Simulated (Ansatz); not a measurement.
Here is the system:

Starting cell, Te (trigonal-Te type, space group P3_121):

```xyz
3
Lattice="4.6235 0.0000 0.0000 -2.3118 4.0041 0.0000 0.0000 0.0000 5.9044" Properties=species:S:1:pos:R:3 pbc="T T T"
Te     1.1718     0.0000     1.9681
Te    -0.5859     1.0148     3.9362
Te     1.7259     2.9893     0.0000
```

In this cell atom 2 (Te, nearest neighbour Te at 2.827 Å; its periodic images, 4.6 Å or more away, move with it) is moved by s towards the nearest neighbour, unit vector (0.622, -0.359, -0.696); all other atoms and the cell stay fixed.

Computed with r2SCAN (plane waves to 500 eV, PAW, scalar-relativistic; Ansatz, a program for electronic structure). k mesh 7×7×5 (Γ-centred), Fermi-Dirac smearing 0.05 eV. The energy includes the smearing's −TS. Left out: 1 of 11 points, with atoms too close for the PAW data. As the smearing reaches across the gap at some points, energies and forces of such displacements shift with the k mesh and the smearing. Spin-orbit coupling is left out, though Te is heavy. Te was relaxed with its symmetry unable to fall. The PAW data are Ansatz's earlier set. The zero of ΔE is the undisplaced structure.

The scan covers s from -0.850 to 0.680 Å in 10 points.

Is this a single well or a double well?

A single well with its minimum at or next to zero displacement.

Is the energy the same for displacements of ±0.680 Å, and if not, which side lies higher?

Not even: the positive side lies higher at ±0.680 Å. With its periodic images moving along, the atom's site symmetry in this cell is 2.

What is the energy change at s = 0.680 Å?

3448 meV/cell.

What force acts on the atom along the line at s = -0.850 Å?

1.34 eV/Å.

What is the force constant k = d²E/ds² of this move at s = 0?

5.22 eV/Å².

(A displaced cell: forces are minus the slopes of the energy, force constants its curvatures, and phonons follow from these.)
